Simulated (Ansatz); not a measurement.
Consider the following.

TaCuN₂:
```
CELL_PARAMETERS angstrom
      1.55055     0.89521     5.72626
     -1.55055     0.89521     5.72626
      0.00000    -1.79042     5.72626
ATOMIC_POSITIONS crystal
  Ta 0.50000 0.50000 0.50000
  Cu 0.00000 0.00000 0.00000
  N  0.10532 0.10532 0.10532
  N  0.89468 0.89468 0.89468
```

This is the LDA-relaxed structure.

Q: All from LDA (plane waves, PAW; program Ansatz), unless another level is named. Predict the electron effective mass.

A: 0.14, 0.30, 1.9 mₑ (principal values).

Q: Predict the formation energy from the elements (no fitted shifts).

A: -0.73 eV/atom.

Q: Give the band gap.

A: 0.32 eV (indirect).

Q: What about the smallest direct gap on the standard path?

A: 0.76 eV.

Space group R-3m. The first step of the workflow began from a Materials Project structure, measured or hypothetical; the Crystallography Open Database files this formula in space group No. 166, but the cells were not matched. Its standing as an ambient phase is unchecked. The cell was relaxed with LDA under the symmetry of its start; whether a distortion lowers the energy is not shown. The run is not spin-polarised. The references are the lowest solids computed at this level, not always the standard phases (solids in place of the gases). Spin–orbit coupling is left out wherever it is not named.

Potentials: the later of the program's two PAW sets.
